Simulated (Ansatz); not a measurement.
**Relaxing a structure of BaTiO$_{3}$**

The start is a relaxed BaTiO3 cell shaken by Gaussian noise of σ = 0.08 Å a coordinate. Cell shape, volume and atoms are optimised at zero target pressure with r2SCAN (plane waves to 500 eV, PAW, scalar-relativistic; Ansatz, a first-principles code). The first steps use a coarse 5×5×5 k-mesh.

Input geometry:
```
CELL_PARAMETERS angstrom
      3.10142     1.79061     5.93586
     -3.10142     1.79061     5.93586
      0.00000    -3.58121     5.93586
ATOMIC_POSITIONS crystal
  Ti 0.24596 0.25541 0.25229
  Ti 0.75019 0.76675 0.71709
  Ba 0.02398 0.98452 0.00463
  Ba 0.50664 0.48361 0.51954
  O  0.96399 0.54645 0.26342
  O  0.23631 0.98169 0.54391
  O  0.53382 0.24879 0.99808
  O  0.03464 0.43666 0.76588
  O  0.76189 0.04725 0.44943
  O  0.44126 0.75754 0.04193
```

Q: How much energy is released per atom?

A: 0.65 eV/atom.

Q: How does the volume per atom move from start to end?

A: -34.1 %, from 19.78 to 13.03 Å³/atom.

Q: Is the parent structure recovered?

A: It does not go back: it reaches R3m (No. 160), 522 meV/atom below the parent.

Q: How do the shortest distances between atoms change?

A: The closest pairs of elements (up to four, under 3.6 Å), start → end: O–Ti 1.69 → 1.87 Å; Ba–O 2.42 → 2.78 Å; O–O 2.97 → 2.79 Å; Ba–Ti 3.68 → 3.40 Å.

Q: Give the final cell and atomic positions.

A: 
Space group R3m, hexagonal axes (No. 160); a = b = 5.680 Å, c = 6.994 Å, α = β = 90.00°, γ = 120.00°

```
atom  site  symmetry       x       y       z
----  ----  --------  ------  ------  ------
Ti      3a        3m  0.0000  0.0000  0.5741
Ba      3a        3m  0.0000  0.0000  0.0875
O       9b        .m  0.0064  0.5032  0.1037
```
(The calculation used a cell of 5 atoms; values per cell refer to that cell.)

Final values are on a 8×8×8 k-mesh of the relaxed cell. The start holds a very short contact (O–Ti 1.69 Å). No spin polarisation in the result.

Of the parent cell (R-3c (No. 167)): it is a generated cell of BaTiO3: the first start was made by placing the elements on the sites of a structure type, and the end was not matched to a known phase here, so it may be hypothetical. Known forms of BaTiO3 include space group No. 99, 221.

The first start was generated by placing the elements on the sites of a structure type. A measured structure of BaTiO3 has the same space group, R3m (No. 160); the sites were not compared with it. Another known form has space group No. 99.
